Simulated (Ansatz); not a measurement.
# RbFe2As2 (I4/mmm): electronic heat capacity from the density of states

Level of theory: DFT PBEsol, scalar-relativistic, plane waves, PAW (Ansatz).

Plane waves to 420 eV, a k mesh through Γ of 14×14×14 on the computed 5-atom cell and Gaussian smearing (0.10 eV); collinear spin from starting moments 0 0.9 0.9 0 0 μB.

Relaxed cell: I4/mmm, a = 3.687 Å, b = 3.687 Å, c = 14.520 Å, α = 90.00°, β = 90.00°, γ = 90.00°, 5 atoms in the primitive cell. Whether it is the stable form of this composition wasn't checked.

The density of states at the Fermi level is 3.573 states/eV in the cell of 5 atoms (1 formula unit; both spins, tetrahedra on a 21×21×21 mesh). The run ends with a moment of 1.43 μB a cell (largest on a site 0.82 μB), and the figure is for this state; a paramagnetic sample can have a quite different one. Another magnetic order, if the compound takes it, can change N(E_F) and the shape of the cell a good deal, and may open a gap, where γ is close to zero.

**Question.** What Sommerfeld coefficient does this give?

**Answer.** Per formula unit N(E_F) = 3.573 states/eV. γ = (π²/3) k_B² N(E_F) N_A = 2.357 mJ/(mol K²) per state/eV, so γ = 8.4 mJ/(mol K²), a mole of formula units. This is the bare band result: a measured γ of the same phase and magnetic order is as a rule larger by a factor 1 + λ from phonons and spin fluctuations. N(E_F) at one energy is sensitive to the mesh where the density of states has sharp peaks.

Only parallel moments were tried here.

Only this magnetic start was tried.

Cost: 1 run of about 18 core-minutes, on AMD EPYC (Zen 3) (shared hosts).